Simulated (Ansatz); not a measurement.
ZrMo:
```cif
data_MoZr
_chemical_formula_sum 'Mo1 Zr1'
_space_group_name_H-M_alt 'Pm-3m'
_space_group_IT_number 221
_space_group_name_Hall '-P 4 2 3'
_cell_length_a 3.29945
_cell_length_b 3.29945
_cell_length_c 3.29945
_cell_angle_alpha 90.000
_cell_angle_beta 90.000
_cell_angle_gamma 90.000
loop_
_atom_site_label
_atom_site_type_symbol
_atom_site_symmetry_multiplicity
_atom_site_Wyckoff_symbol
_atom_site_fract_x
_atom_site_fract_y
_atom_site_fract_z
_atom_site_occupancy
Mo1 Mo 1 a 0.00000 0.00000 0.00000 1
Zr1 Zr 1 b 0.50000 0.50000 0.50000 1
```

Relaxed with PBEsol.

Problem. Decompose the optical modes at the zone centre into irreducible representations, and say which are infrared and Raman allowed.

Solution. Point group m-3m: Γ_opt = T1u. Infrared: T1u. Raman: none.

Problem. Assign frequencies (DFPT, PBEsol in the plane-wave PAW code Ansatz).

Solution. T1u 203 cm⁻¹.

The start of the workflow was typed in or built on a structure type; neither database checked (COD, Materials Project) lists it. Its standing as an ambient phase is unchecked. The PBEsol relaxation kept the symmetry of its start; its stability against distortions is not shown here. No spin polarisation was allowed. As this level gives no gap, phonon frequencies hold no LO–TO term and depend on the k-mesh and smearing (Fermi–Dirac, 0.1 eV here).

Potentials: the earlier of the program's two PAW sets. The files were generated under PBE; for other functionals the program regenerates the frozen cores, and for LDA and PBEsol the local potential too.
